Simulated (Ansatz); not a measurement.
CdSe (wurtzite)

```xyz
4
Lattice="4.3827 0.0000 0.0000 -2.1914 3.7955 0.0000 0.0000 0.0000 7.1545" Properties=species:S:1:pos:R:3 pbc="T T T"
Cd     2.1914     1.2652     0.0034
Cd     0.0000     2.5304     3.5806
Se     2.1914     1.2652     4.4696
Se     0.0000     2.5304     0.8924
```

The slice is a (1 -1 0 0) plane (indices of the conventional cell) through the point (0.667, 0.333, 0.001) (fractional), spanned by u = [110] and v = [001] in vectors of this cell: u (4.38 Å) and v (7.15 Å, at 90° to u). It covers one period; positions are fractions (u, v).

Calculation: PBE (plane waves to 420 eV, PAW, scalar-relativistic; Ansatz, a quantum-chemistry and plane-wave program). k mesh 9×9×5. These are valence fields of a PAW run, semicore shells included where kept as valence: close to a nucleus they are smooth pseudo fields. CdSe was relaxed with its symmetry unable to fall.

Three fields on this plane, each scaled to ten steps between its own extremes (0 low, 9 high; the total valence density on a logarithmic scale, the potential cut 8 eV below its top; x marks points blanked near nuclei; v = 0 in the bottom row):

Map A
```
|xxxxx04788988740xxxx|
|xxxxx15789998751xxxx|
|xxxx0368999998630xxx|
|xxx035789999987530xx|
|00145789999999875410|
|23467899999999987643|
|01357899999999987531|
|xx01578999999987510x|
|xxxx1589999999851xxx|
|xxxxx37899999873xxxx|
|xxxxx16888888861xxxx|
|xxxxx05777777750xxxx|
|xxxxx15666666651xxxx|
|xxxxx35655455653xxxx|
|xxxx0566543456650xxx|
|xxx046654333456640xx|
|12457776543456777542|
|66788876554556788876|
|88999887666667889998|
|99999988777778899999|
|99999998888888999999|
|99999999988899999999|
|99999999999999999999|
|88999999988899999998|
|77788998887888998877|
|45567888776778887655|
|00146777665667776410|
|xxx035676555676530xx|
|xxxx0366665666630xxx|
|xxxxx15676667651xxxx|
|xxxxx04677777640xxxx|
|xxxxx04788888740xxxx|
```

Map B
```
|xxxxx86544444568xxxx|
|xxxxx75433333457xxxx|
|xxxx8643221223468xxx|
|xxx865321111123568xx|
|98875432000002345788|
|88776432100012346778|
|99876542100012456789|
|xx99764321012346799x|
|xxxx8754211124578xxx|
|xxxxx86532223568xxxx|
|xxxxx87543334578xxxx|
|xxxxx97654445679xxxx|
|xxxxx97655555679xxxx|
|xxxxx87665556678xxxx|
|xxxx9876666666789xxx|
|xxx987666666666789xx|
|88876655566655566788|
|66655444555554445566|
|44443333444443333444|
|22222223334333222222|
|11111122333332211111|
|00001122333332211000|
|00011223344433221100|
|11122234445444322211|
|33333344555554433333|
|55544455666665544455|
|87765556677766555677|
|xxx876667777766678xx|
|xxxx8766777776678xxx|
|xxxxx87666766678xxxx|
|xxxxx87666666678xxxx|
|xxxxx86555555568xxxx|
```

Map C
```
|xxxxx21223432212xxxx|
|xxxxx21112221112xxxx|
|xxxx2111100011112xxx|
|xxx211100000001112xx|
|11112110000000112111|
|44443210000000123444|
|99886531000001356889|
|xx99875200000257899x|
|xxxx9863100013689xxx|
|xxxxx87420002478xxxx|
|xxxxx98521012589xxxx|
|xxxxx98421112489xxxx|
|xxxxx97421112479xxxx|
|xxxxx96311111369xxxx|
|xxxx9852111112589xxx|
|xxx986321121123689xx|
|88887421112111247888|
|77764211112111124677|
|54432111111111112344|
|11110001111111000111|
|00000000111110000000|
|00000001122211000000|
|00000012333332100000|
|00000123455543210000|
|11111235667665321111|
|11111246777776421111|
|22211246788876421122|
|xxx212468888864212xx|
|xxxx1136788876311xxx|
|xxxxx12578887521xxxx|
|xxxxx12357775321xxxx|
|xxxxx21245554212xxxx|
```

Question: Assign the maps to these fields: electron localisation function (ELF); valence electron density; electrostatic potential energy of an electron, from the cell's mean.

Answer: A is the electrostatic potential energy of an electron, from the cell's mean; B is the valence electron density; C is the electron localisation function (ELF).
